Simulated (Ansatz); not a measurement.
**K2RbLaV2O8: Coordination and ¹⁷O quadrupole coupling**

Cell: a Materials Project structure (computed, not necessarily an observed phase) whose atoms were relaxed with PBE, the cell held.

```cif
data_K2RbLaV2O8
_symmetry_space_group_name_H-M 'P-3m1'
_symmetry_Int_Tables_number 164
_cell_length_a 6.1908
_cell_length_b 6.1908
_cell_length_c 7.9705
_cell_angle_alpha 90.000
_cell_angle_beta 90.000
_cell_angle_gamma 120.000
loop_
_atom_site_label
_atom_site_type_symbol
_atom_site_symmetry_multiplicity
_atom_site_Wyckoff_symbol
_atom_site_fract_x
_atom_site_fract_y
_atom_site_fract_z
K K 2 d 0.3333 0.6667 0.7082
Rb Rb 1 a 0.0000 0.0000 0.0000
La La 1 b 0.0000 0.0000 0.5000
V V 2 d 0.3333 0.6667 0.2445
O7 O 2 d 0.3333 0.6667 0.0358
O9 O 6 i 0.1799 0.8201 0.3193
```

One atom of each set is listed.

All values are calculated (Ansatz; DFT, PBE, plane waves and PAW, scalar-relativistic, 420 eV cutoff, Γ-centred 4×4×3 k-points, Fermi–Dirac smearing 0.02 eV), not measured.

Q(¹⁷O) = -25.58 mb.

Q: Order the O environments from the weakest to the strongest quadrupole coupling.
A. O7: 1 V at 1.66 Å; also 1 K at 2.61 Å
B. O9: 1 V at 1.75 Å; also 1 La at 2.41 Å, 2 K at 3.11 Å

A: A (0.135 MHz, η = 0.00), B (1.11 MHz, η = 0.64).

An axis of threefold or higher order runs through O7, so V_zz lies along it and η is zero. Like point charges on the first shell alone (each adding as 1/d³) would put O7 above O9: the covalent part of each bond and the atoms beyond the first shell count as well.
